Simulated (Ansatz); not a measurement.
Ca2Si3Ag: reading a single point

```
Ca Si Ag
1.0
     0.00000    7.15069    4.29608
     4.13161    0.00000    4.29608
     4.13161    7.15069    0.00000
Ca Si Ag
4 6 2
Cartesian
  4.1316 7.1507 2.1382
  4.1316 7.1507 6.4540
  2.0658 3.5753 2.1480
  6.1974 10.7260 6.4441
  2.0165 8.3048 4.2961
  6.2467 5.9966 4.2961
  2.0165 5.9966 4.2961
  6.2467 8.3048 4.2961
  4.1316 2.3140 4.2961
  4.1316 11.9874 4.2961
  4.1316 9.5344 4.2961
  4.1316 4.7669 4.2961
```

The numbers come from plane-wave PAW DFT (Ansatz): PBEsol, no spin polarisation, 420 eV, 6×6×6 Γ-centred k points, fermi-dirac occupations (width 0.0267 eV). Nothing was relaxed.

Question: Is there a gap?

Answer: It is a metal, with about 2.2 states/eV a cell as the mean within 0.25 eV of the Fermi level.

Question: Is it stable against the elements?

Answer: -0.51 eV an atom against the elements' usual phases (free molecules for gases, crystals otherwise, with no correction for O₂ or N₂), so it is bound against them; other compounds may still compete. Relaxing would lower it.

Question: What does the stress say?

Answer: The pressure is -0.7 GPa (compression positive), so with the atoms held at these fractions the cell would first shrink.

Question: Which atom feels the largest force, and which way?

Answer: The largest is on Si5 (and as large on other atoms): 0.18 eV/Å, components (0.11, 0.14, 0.00). It makes 142° with the line to a nearest neighbour, Si7 at 2.31 Å, pointing away from it.

Origin: a database entry at a rescaled volume.
